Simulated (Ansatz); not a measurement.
A: Ni (fcc, Cu type), a = 3.478 Å, b = 3.478 Å, c = 3.478 Å, α = 90.00°, β = 90.00°, γ = 90.00°
B: Ge (diamond), a = 5.674 Å, b = 5.674 Å, c = 5.674 Å, α = 90.00°, β = 90.00°, γ = 90.00°
C: TiC (rock salt), a = 4.328 Å, b = 4.328 Å, c = 4.328 Å, α = 90.00°, β = 90.00°, γ = 90.00°

Scan: energy against volume (even scaling of the relaxed cell, symmetry kept). All come from one method, each on a k mesh of its own. All were relaxed with their symmetry unable to fall. Relaxed Ni ends ferromagnetic. TiC is run without spin polarisation. The magnetic order is the one the run started from; other orders were not tried. (This holds for the magnetic or f-shell members.)

Task: Order them by bulk modulus (fitted) (highest first) at the level r2SCAN (plane waves to 500 eV, PAW, scalar-relativistic; Ansatz, a first-principles code).

Result: C (262 GPa), A (220 GPa), B (70.6 GPa)

(Under strain, the slope of the energy per volume gives the stress and its curvature an elastic modulus.)
